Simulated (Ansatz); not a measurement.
The calculation used Ansatz 0.2.0, DFT PBEsol, scalar-relativistic, plane waves, PAW.

Cutoff 420 eV; k points 10×10×10 on the computed 4-atom cell (Γ-centred); Gaussian smearing, width 0.10 eV; no spin polarisation.

```yaml
crystal:
  lattice:
    - [4.35953, 0.00000, 0.00000]
    - [0.00000, 4.35953, 0.00000]
    - [0.00000, 0.00000, 4.25602]
  atoms:
    - { symbol: Hf, position: [0.00000, 0.00000, 0.00000] }
    - { symbol: Ga, position: [0.00000, 0.50000, 0.55316] }
    - { symbol: Ga, position: [0.50000, 0.00000, 0.44684] }
    - { symbol: Ag, position: [0.50000, 0.50000, 0.00000] }
```

**Question.** Is this geometry at equilibrium? Which atom feels the largest force?

**Answer.** It isn't. Atom 2 (Ga) feels (0.00, 0.00, -0.56) eV/Å, 0.556 eV/Å in size, and symmetry-related atoms feel the same size.

**Question.** Give all forces and the stress.

**Answer.**
```json
{"atom": "Hf1", "Fx": "0.000", "Fy": "0.000", "Fz": "0.000"}
{"atom": "Ga2", "Fx": "0.000", "Fy": "0.000", "Fz": "-0.556"}
{"atom": "Ga3", "Fx": "0.000", "Fy": "0.000", "Fz": "0.556"}
{"atom": "Ag4", "Fx": "0.000", "Fy": "0.000", "Fz": "0.000"}
```
Stress (GPa, compression positive):
```
-12.46   0.00   0.00
  0.00 -12.46   0.00
  0.00   0.00 -14.67
```

Spin–orbit coupling is left out, which can shift energies with elements as heavy as these.